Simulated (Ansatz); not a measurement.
This cell of TiTe2 (CdI2 type) is off equilibrium:

```
CELL_PARAMETERS angstrom
      3.70975     0.00000     0.00000
     -1.85487     3.21274     0.00000
      0.00000     0.00000     6.73102
ATOMIC_POSITIONS crystal
  Ti 0.00000 0.00000 0.00000
  Te 0.33333 0.66667 0.25685
  Te 0.66667 0.33333 0.74315
```

Calculation: r2SCAN+rVV10 (plane waves to 500 eV, PAW, scalar-relativistic; Ansatz, a quantum-chemistry and plane-wave program). k mesh 14×14×7 (Γ-centred), Fermi-Dirac smearing 0.05 eV. Energies are smeared free energies. Stress and pressure are positive under compression. As the atoms are clamped, bonds stretch with the cell, which overstates energies and stresses. With partly filled bands, the response to shear is sensitive to the k mesh, so small differences along c/a are uncertain. Spin-orbit coupling is left out, though Te is heavy. TiTe2 is run without spin polarisation. TiTe2 was relaxed with its symmetry unable to fall.

Question: Give the stress tensor in GPa and the pressure.

Answer: 
```
    1.9      0.0      0.0
    0.0      1.9      0.0
    0.0      0.0      0.1
```
The pressure, a third of the trace, is 1.3 GPa.

Question: It is the relaxed cell deformed to V/V₀ = 0.980, (c/a)/(c/a)₀ = 1.040, c along z, fractional positions held. What is its energy relative to the relaxed cell?

Answer: 6 meV/atom.

(A scan under strain: stresses follow from slopes of the energy per volume, elastic moduli from its curvatures.)
